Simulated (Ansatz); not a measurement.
ScAlN$_{2}$ in space group P3m1 (No. 156; Sc on 1b, N on 1b, Al on 1c, N on 1c), r²SCAN (plane waves, PAW; program Ansatz). The conduction-band minimum lies at H, with 2 equivalent valleys. Second derivatives d²E/dk² of the lowest band at one valley (eV·Å²), along Cartesian directions:

| direction | d²E/dk² |
|---|---|
| [100] | 14.06 |
| [010] | 14.06 |
| [001] | 0.5611 |
| [110] | 14.06 |
| [101] | 7.311 |
| [011] | 7.312 |

### Question
Find the principal effective masses, the density-of-states mass and the conductivity mass.

### Answer
Off-diagonal terms follow from H_xy = H[110] − (H_xx + H_yy)/2, and m*/mₑ = 7.620 eV·Å² over each eigenvalue: 0.54, 0.54, 14. One valley's DOS mass (m₁m₂m₃)^(1/3) = 1.6, conductivity mass 3/(Σ 1/mᵢ) = 0.80 mₑ.

### Question
What effective density of states Nc follows at 300 K for parabolic valleys?

### Answer
Nc = 2.509e19 × 2 × (1.6)^(3/2) ≈ 1.0e20 cm⁻³.

The start of the workflow was typed in or built on a structure type; neither database checked (COD, Materials Project) lists it. Whether it is the stable phase at ambient conditions was not checked. The cell was relaxed with r²SCAN under the symmetry of its start; its stability against distortions is not shown here. No spin polarisation was allowed.

Potentials: the earlier of the program's two PAW sets.

Edges and masses are those of Kohn–Sham bands, whose gap is no quasiparticle gap.
